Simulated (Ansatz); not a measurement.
Ansatz (a program for electronic structure) input:

Ansatz 0.2 input:
```yaml
crystal:
  lattice:
    - [0.0, 3.0045014841, 3.0045014841]
    - [3.0045014841, 0.0, 3.0045014841]
    - [3.0045014841, 3.0045014841, 0.0]
  atoms:
    - { symbol: Pb, position: [0.5, 0.5, 0.5] }
    - { symbol: S, position: [0.0, 0.0, 0.0] }
kpoints:
  mp_grid: { grid: [7, 7, 7] }
  band_path:
    path:
      - [[0.0, 0.0, 0.0], [0.5, 0.0, 0.5], [0.625, 0.25, 0.625]]  # Γ-X-U
      - [[0.375, 0.375, 0.75], [0.0, 0.0, 0.0], [0.5, 0.5, 0.5], [0.5, 0.25, 0.75], [0.5, 0.0, 0.5]]  # K-Γ-L-W-X
      - [VBM, CBM]
    npoints: 12
basis: { xc_grid: 2 }
hamiltonian:
  xc: pbe
  pseudopotentials: { azcp: { folder: ./paw }, kind: paw_fr }
magnetization: { noncollinear: true, spin_orbit: true }
scf:
  n_extra_bands: 12
  convergence: { dr2_threshold: 0.0000000001 }
  occupations: { method: gaussian, width: 0.01 }
checkpoint: { write: soc.run }
output: { eigenvalues: true }
```

Output (shortened):

```
Pseudopotential: Pb, paw, valence charge 14
Pseudopotential: S, paw, valence charge 6
Functional definition: PBE
non-collinear run that drives no moment, with spin-orbit …
Crystal: 2 atoms, lattice volume = 54.243 Å³
Basis set: ecut = 420 eV, 1067 PW (Γ), exchange–correlation on 60×60×60 points (8 copies of the dense FFT grid, shifted against one another)
Bands: 32, of which v1, the nominal top of the filled ones, is band 20 counted from 1 (19 counted from 0)
Symmetry: 48 space group operations + 48 with time reversal
k-points: 20 of 343
Projection manifold: j_resolved (fully-relativistic pseudo-atomic orbitals)
SCF iter   1: F=—  HF=-12850.793293 eV  |F-HF|=—  |Δ(HF+E_count)|=         —  Δρ=2.92e-2  dr2=1.04e0  dr2_m=0.00e0 (ungated)  ethr=3.10e-3  |M|=0.00e0 ∫|m|=0.00e0 μB  |m|>n=0.0e0 m-floor=0.0e0 τ_xc=0.0e0  β_m=0.30  ⟨swp⟩=9.8  Hψ=2125  notcnv=0  defer=22
preconditioner: auto → none
SCF iter   2: F=—  HF=-12850.531359 eV  |F-HF|=—  |Δ(HF+E_count)|=   2.62e-1  Δρ=1.13e-2  dr2=7.35e-2  dr2_m=0.00e0 (ungated)  ethr=3.10e-3  |M|=0.00e0 ∫|m|=0.00e0 μB  |m|>n=0.0e0 m-floor=0.0e0 τ_xc=0.0e0  β_m=0.34  ⟨swp⟩=3.0  Hψ=559  notcnv=0  defer=102
SCF iter   3: F=—  HF=-12850.529457 eV  |F-HF|=—  |Δ(HF+E_count)|=   1.90e-3  Δρ=6.79e-3  dr2=1.88e-2  dr2_m=0.00e0 (ungated)  ethr=3.67e-4  |M|=0.00e0 ∫|m|=0.00e0 μB  |m|>n=0.0e0 m-floor=0.0e0 τ_xc=0.0e0  β_m=0.59  ⟨swp⟩=2.1  Hψ=346  notcnv=0  defer=102
SCF iter   4: F=—  HF=-12850.533385 eV  |F-HF|=—  |Δ(HF+E_count)|=   3.93e-3  Δρ=5.67e-4  dr2=9.41e-5  dr2_m=0.00e0 (ungated)  ethr=9.38e-5  |M|=0.00e0 ∫|m|=0.00e0 μB  |m|>n=0.0e0 m-floor=0.0e0 τ_xc=0.0e0  β_m=0.68  ⟨swp⟩=3.8  Hψ=568  notcnv=0  defer=102
SCF iter   5: F=—  HF=-12850.533456 eV  |F-HF|=—  |Δ(HF+E_count)|=   7.08e-5  Δρ=6.45e-5  dr2=1.94e-6  dr2_m=0.00e0 (ungated)  ethr=4.70e-7  |M|=0.00e0 ∫|m|=0.00e0 μB  |m|>n=0.0e0 m-floor=0.0e0 τ_xc=0.0e0  β_m=0.80  ⟨swp⟩=3.0  Hψ=564  notcnv=0  defer=102
SCF iter   6: F=—  HF=-12850.533456 eV  |F-HF|=—  |Δ(HF+E_count)|=   7.00e-7  Δρ=2.90e-5  dr2=4.43e-7  dr2_m=0.00e0 (ungated)  ethr=9.71e-9  |M|=0.00e0 ∫|m|=0.00e0 μB  |m|>n=0.0e0 m-floor=0.0e0 τ_xc=0.0e0  β_m=0.69  ⟨swp⟩=2.0  Hψ=517  notcnv=0  defer=102
SCF iter   7: F=—  HF=-12850.533456 eV  |F-HF|=—  |Δ(HF+E_count)|=   1.27e-7  Δρ=3.12e-6  dr2=2.50e-9  dr2_m=0.00e0 (ungated)  ethr=2.21e-9  |M|=0.00e0 ∫|m|=0.00e0 μB  |m|>n=0.0e0 m-floor=0.0e0 τ_xc=0.0e0  β_m=0.85  ⟨swp⟩=2.0  Hψ=461  notcnv=0  defer=102
SCF iter   8: F=-12850.533456 eV  HF=-12850.533456 eV  |F-HF|=1.09e-11  |Δ(HF+E_count)|=   8.35e-9  Δρ=3.50e-7  dr2=2.93e-11  dr2_m=0.00e0 (ungated)  ethr=1.00e-12  |M|=0.00e0 ∫|m|=0.00e0 μB  |m|>n=0.0e0 m-floor=0.0e0 τ_xc=0.0e0  ⟨swp⟩=13.7  Hψ=1860  notcnv=0
SCF 1 converged in 8 iterations: F = -12850.533456 eV  dr2 = 2.93e-11
NSCF: frozen V_eff on 16 k-points
NSCF: frozen V_eff on 16 k-points
NSCF: frozen V_eff on 16 k-points
NSCF: frozen V_eff on 12 k-points
NSCF: frozen V_eff on 4 k-points
NSCF: frozen V_eff on 3 k-points
NSCF: frozen V_eff on 3 k-points
NSCF: frozen V_eff on 3 k-points
NSCF: frozen V_eff on 3 k-points
NSCF: frozen V_eff on 3 k-points
NSCF: frozen V_eff on 3 k-points
NSCF: frozen V_eff on 87 k-points
SCF converged after 8 iterations
Magnetization: |M| = 0.0000 μB,  M = (+0.0000, +0.0000, +0.0000) μB
Absolute magnetization: 0.0000 μB (∫|m|)
  site 0: m = (+0.0000, +0.0000, +0.0000) μB, |m| = 0.0000 μB  (R = 1.24 Å)
  site 1: m = (+0.0000, +0.0000, +0.0000) μB, |m| = 0.0000 μB  (R = 1.24 Å)
Free energy (F): -12850.533456 eV
Harris-Foulkes:  -12850.533456 eV  (|F-HF|=1.09e-11)
Internal energy: -12850.533456 eV  (E = F + TS)
E sigma→0 (E₀):  -12850.533456 eV
Fermi energy:    7.943913 eV
--- Per-component energies (eV) ---
  E_band       = -61.733618
  E_kinetic    = 397.968879
  E_local      = -1215.827292  (includes V_loc(G=0)·N_el)
  E_nonlocal   = 337.370092
  E_hartree    = 456.562210
  E_xc         = -295.757541
  E_vxc        = -221.655564  (∫ρ·V_xc dr)
  E_paw        = -11037.012376  (= ΣΔE_a)
  E_vpaw       = -272.714174  (= ΣTr[D̂ρ^β])
  E_aug_tail   = -0.000007  (compensation charges beyond the density's cutoff)
  E_ewald      = -1493.837422
  E_smearing   =  0.000000  (= −TS)
  E_closure    =  0.000000  (closes the sum)
  Σ components = -12850.533456   (vs F -12850.533456, Δ=0.00e0)
  [band-id]    e_kinetic+e_local+e_nonlocal+2·e_hartree+e_vxc+e_vpaw+e_augmentation_tail = -61.733646   (vs E_band -61.733618, Δ=-2.77e-5)
--- Band table (eV; the first three rows and the last of 20) ---
  k-point 0: bands = ["-10.2073", "-10.2073", "-10.2073", "-10.2073", "-7.6469", "-7.6469", "-7.6374", "-7.6374", "-7.6374", "-7.6374", "-5.3459", "-5.3459", "1.8810", "1.8810", "5.6434", "5.6434", "5.9996", "5.9996", "5.9996", "5.9996", "11.3043", "11.3043", …
  k-point 1: bands = ["-10.2076", "-10.2076", "-10.2048", "-10.2048", "-7.6443", "-7.6443", "-7.6400", "-7.6400", "-7.6338", "-7.6338", "-5.1873", "-5.1873", "1.3773", "1.3773", "5.7762", "5.7762", "6.0395", "6.0395", "6.3040", "6.3040", "10.5783", "10.5783", …
  k-point 2: bands = ["-10.2085", "-10.2085", "-10.1992", "-10.1992", "-7.6538", "-7.6538", "-7.6309", "-7.6309", "-7.6256", "-7.6256", "-4.7659", "-4.7659", "0.3532", "0.3532", "5.9959", "5.9959", "6.1494", "6.1494", "6.9574", "6.9574", "9.3147", "9.3147", …
  k-point 19: bands = ["-10.2112", "-10.2112", "-10.1990", "-10.1990", "-7.7017", "-7.7017", "-7.6329", "-7.6329", "-7.6114", "-7.6114", "-3.8453", "-3.8453", "0.1305", "0.1305", "3.5957", "3.5957", "4.3140", "4.3140", "6.7409", "6.7409", "9.9818", "9.9818", …
```

Cost: around 20 core-seconds (rough) on shared cores.

Space group Fm-3m (rock salt). Symmetry was held in the PBE relaxation.

Potentials: the earlier of the program's two PAW sets.

Ansatz is a plane-wave DFT program.
